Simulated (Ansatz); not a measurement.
# Phonons of MgNi3C

Computed with Ansatz (plane waves, PAW, 420 eV cutoff): PBEsol, scalar-relativistic, collinear spin, Gaussian smearing of 0.15 eV. The datasets are Ansatz's generated set soft_2.

```yaml
crystal:
  lattice:
    - [3.77222, 0.00000, 0.00000]
    - [0.00000, 3.77222, 0.00000]
    - [0.00000, 0.00000, 3.77222]
  atoms:
    - { symbol: Mg, position: [0.00000, 0.00000, 0.00000] }
    - { symbol: Ni, position: [0.00000, 0.50000, 0.50000] }
    - { symbol: Ni, position: [0.50000, 0.00000, 0.50000] }
    - { symbol: Ni, position: [0.50000, 0.50000, 0.00000] }
    - { symbol: C, position: [0.50000, 0.50000, 0.50000] }
```

The chain of runs began from a cell as deposited in COD, expanded in volume.

Moments typed, the run going on from the state of an earlier one (μB, in the order of the atoms): 0.0, -0.08, -0.08, -0.08, 0.0.

The moments died out.

Force constants come from finite displacements in a 2×2×2 supercell (the unit cell's 10×10×10 k-mesh, folded to it); the long-range dipole term is not included. Points in reciprocal vectors of this cell: Γ = (0.000, 0.000, 0.000), X = (0.000, 0.500, 0.000), M = (0.500, 0.500, 0.000), R = (0.500, 0.500, 0.500).

Frequencies at the named points (cm⁻¹, imaginary ones negative):
| point | ω (cm⁻¹) |
| --- | --- |
| Γ | 0 0 0 140 140 140 179 179 179 290 290 290 600 600 600 |
| X | 48 48 113 115 115 125 175 175 273 277 277 287 596 596 680 |
| M | 60 84 84 88 88 133 147 241 270 282 282 327 586 694 694 |
| R | 74 74 74 113 113 113 246 246 289 289 289 367 704 704 704 |

Problem. Is the structure dynamically stable along this path, and where does the spectrum end?

Solution. Yes: no branch is imaginary beyond numerical noise. The highest frequency is 704 cm⁻¹, at R. Points that don't fit the supercell are interpolated.

Problem. What does the harmonic approximation give for the vibrational free energy, entropy and heat capacity?

Solution. Zero-point energy 50.3 meV/atom.
```tsv
T (K)	F_vib (meV/atom)	S (J/K per mole of atoms)	C_V (J/K per mole of atoms)
100	46.6	9.3	12.1
200	31.2	19.8	18.2
300	6.3	27.8	21.0
400	-25.8	34.0	22.4
500	-63.8	39.1	23.2
600	-106.7	43.4	23.7
700	-153.6	47.1	24.0
800	-204.1	50.3	24.2
900	-257.8	53.2	24.4
1000	-314.3	55.8	24.5
```

The highest mode, 704 cm⁻¹, is worth 1010 K. At 300 K the heat capacity has reached 84 % of the classical limit 3R = 24.9 J/K per mole of atoms, since the stiffer modes are still partly frozen out.

The crystal is a metal or nearly so; low and unstable modes depend on mesh and smearing.

Cost: 6.1 min on 4 threads of AMD EPYC 9R45 96-Core Processor (Zen 5), on a shared host, peak memory 5.4 GiB.
